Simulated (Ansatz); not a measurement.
Ba2SO, ordered on the rocksalt lattice (R-3m) with 4 atoms a cell, relaxed with r2SCAN, was run in the plane-wave code Ansatz under altered settings. All numbers are computed, without spin polarisation but where a row says otherwise.

```yaml
crystal:
  lattice:
    - [2.10287, 1.21409, 6.94973]
    - [-2.10287, 1.21409, 6.94973]
    - [0.00000, -2.42819, 6.94973]
  atoms:
    - { symbol: O, position: [0.00000, 0.00000, 0.00000] }
    - { symbol: S, position: [0.50000, 0.50000, 0.50000] }
    - { symbol: Ba, position: [0.26117, 0.26117, 0.26117] }
    - { symbol: Ba, position: [0.73883, 0.73883, 0.73883] }
```

The base run's other keys:
```yaml
kpoints:
  mp_grid: { grid: [4, 4, 4] }
hamiltonian:
  xc: hse06
scf:
  occupations: { method: fixed }
  n_extra_bands: 5
```

It takes 15 iterations with 2081 plane waves at 420 eV and 13 k points, and leaves a mean stress of -0.39 GPa. The gap over this mesh is 3.073 eV. It ran on 4 threads of Arm Neoverse N1, on a shared host.

Outcomes, with energy and stress as changes against the base:
```tsv
setting	outcome	ΔF (meV/atom)	Δ mean stress (GPa)	gap on the mesh (eV)	iterations	wall time
PBE hybrid, exx coeff 0.35, omega 0.3 1/Å	converged	–	-0.3	3.181	16	38 s
basis.ecutrho_ratio: 12	converged	0.0	0.0	3.073	15	45 s
```
A dash marks a value that wasn't obtained or can't be compared. Stress is positive in compression. The base took 37 s.

- PBE hybrid, exx coeff 0.35, omega 0.3 1/Å. That is 35 % exact exchange, screened with ω = 0.3 1/Å, against HSE06's 25 % screened at 0.208 1/Å. The mean stress moves by -0.3 GPa and the gap on the mesh by +0.108 eV (to 3.181). Totals of different functionals aren't comparable.

Within 1 meV an atom, 0.1 GPa and 0.005 eV of the base stay: basis.ecutrho_ratio: 12.

The runs are scalar-relativistic, without spin-orbit coupling.

The program warns that its thresholds are loose for a hybrid's stress.
